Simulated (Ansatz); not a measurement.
## Two-dimensional Cd(HO)2, first-principles data

Cd(HO)$_{2}$:
```xyz
5
Lattice="3.5048 0.0000 0.0000 -1.7524 3.0352 0.0000 0.0000 0.0000 35.0000" Properties=species:S:1:pos:R:3 pbc="T T F"
Cd     0.0000     0.0000    17.5000
H      0.0000     2.0235    15.4396
O      0.0000     2.0235    16.3987
H      1.7524     1.0117    19.5604
O      1.7524     1.0117    18.6013
```
The layer is periodic in x and y and isolated along z.

Method: the program Ansatz at the r²SCAN+D4 level (PAW). Lattice and atoms are relaxed at this level; other levels are named.

### Structure

```json
{
  "In-plane lattice": "a = 3.505 Å",
  "distance_between_the_outermost_nuclei": "4.12 Å",
  "exfoliation_energy_from_the_relaxed_bulk_parent": "33 meV/Å²"
}
```

### Electronic structure

```json
{
  "band_gap": "2.93 eV (direct)",
  "valence_band_maximum": "at Γ",
  "conduction_band_minimum": "at Γ",
  "Ionisation potential (Kohn–Sham)": "4.66 eV",
  "Electron affinity (Kohn–Sham)": "1.73 eV",
  "Electron effective mass, in the valley at Γ": "0.45 mₑ",
  "Hole effective mass, in the valley at Γ": "band 1: 5.4 mₑ; band 2: 0.73 mₑ",
  "Electron effective mass with spin–orbit coupling, in the valley at Γ": "0.45 mₑ",
  "Hole effective mass with spin–orbit coupling, in the valley at Γ": "1.3 mₑ",
  "Gap with spin–orbit coupling": "2.90 eV",
  "HSE06 gap on the r²SCAN+D4 cell": "3.86 eV",
  "HSE06 gap with spin–orbit coupling on the r²SCAN+D4 cell": "3.83 eV",
  "HSE06 ionisation potential": "5.43 eV"
}
```

### Charges

```json
{
 "bader_charges": "Cd +1.37, H +0.54, O -1.22 e"
}
```

Space group P-3m1. The layer was cut from a bulk entry of the Materials Project (measured or hypothetical); whether that bulk phase is the ambient one, and whether the layer has been isolated, was not checked. The cell was relaxed with r²SCAN+D4 under the symmetry of its start; whether a distortion lowers the energy is not shown. Scalar-relativistic: spin–orbit coupling is off unless named, which matters more the heavier the elements.

Potentials: the later of the program's two PAW sets.
